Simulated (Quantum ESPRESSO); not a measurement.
Si6NAl, a curve over one atom's position

Computed values, not a measurement. The program is pw.x of Quantum ESPRESSO 7.5 (plane-wave density functional theory). The cell is made up: 8 atoms on a zincblende/diamond lattice, with randomly drawn elements, strain and displacements, not relaxed. PseudoDojo standard norm-conserving files (v0.5 for PBE, v0.4.1 for LDA and PBEsol) set the functional; there is no spin polarisation, spin-orbit coupling or dispersion term, and the masses in the input are unused placeholders.

Seven runs move atom 2 (Si, counted in the order of the input) along x and keep all else fixed.

Input of the run at -0.0327:

```
&control calculation='scf', pseudo_dir='./dojo.nc.sr.pbe.v0_5.standard.upf', outdir='./o', disk_io='low', tprnfor=.true., tstress=.true. /
&system ibrav=0, nat=8, ntyp=3, nbnd=26, ecutwfc=84.00895049, nosym=.true., tot_charge=0,
 occupations='smearing', smearing='fd', degauss=0.0073498644
/
&electrons conv_thr=7.350e-09, electron_maxstep=60, /
ATOMIC_SPECIES
Al 1.0 Al.upf
N 1.0 N.upf
Si 1.0 Si.upf
CELL_PARAMETERS angstrom
5.333 -0.0616 -0.064
-0.0616 5.4346 -0.0315
-0.064 -0.0315 5.3857
ATOMIC_POSITIONS angstrom
Si 0.0425 -0.0092 0.0243
Si -0.0911 2.7303 2.653
Si 2.6634 -0.0151 2.592
Si 2.6192 2.6825 -0.0423
N 1.2972 1.2888 1.3198
Si 1.2316 4.0025 4.0481
Al 3.9119 1.35 3.9578
Si 3.9287 4.024 1.259
K_POINTS automatic
6 6 6 1 1 1
```

```
shift of atom 2 along x (Å)  free energy less that of the input shown (eV)  Fx on atom 2 (eV/Å)  Fy on atom 2 (eV/Å)  Fz on atom 2 (eV/Å)  pressure (GPa)  iterations
                    -0.1556                                         0.2427                2.608               -0.251               -0.811           -0.66          11
                    -0.1181                                         0.1520                2.225               -0.408               -0.916           -0.89          11
                    -0.0327                                         0.0000                1.332               -0.798               -1.200           -1.30          11
                    +0.1006                                        -0.0842               -0.063               -1.490               -1.771           -1.68          11
                    +0.1209                                        -0.0808               -0.271               -1.604               -1.872           -1.71          11
                    +0.1621                                        -0.0611               -0.684               -1.840               -2.088           -1.75          11
```

Question: one run is left out of the table, at -0.0660. Estimate its Fx on atom 2 (eV/Å).

Answer: 1.683. The whole row:

```
shift of atom 2 along x (Å)  free energy less that of the input shown (eV)  Fx on atom 2 (eV/Å)  Fy on atom 2 (eV/Å)  Fz on atom 2 (eV/Å)  pressure (GPa)  iterations
                    -0.0660                                         0.0502                1.683               -0.641               -1.082           -1.15          11
```

A cubic fit gives dFx/dx = -10.55 eV/Å² at zero shift. Across the table the free energy follows the integral of the force to within 0.1 meV. A rerun of one of the cells at 1437 eV and a 8 x 8 x 8 mesh moved values by no more than 0.005 eV in energy, 0.03 GPa in stress and 0.013 eV/Å in force.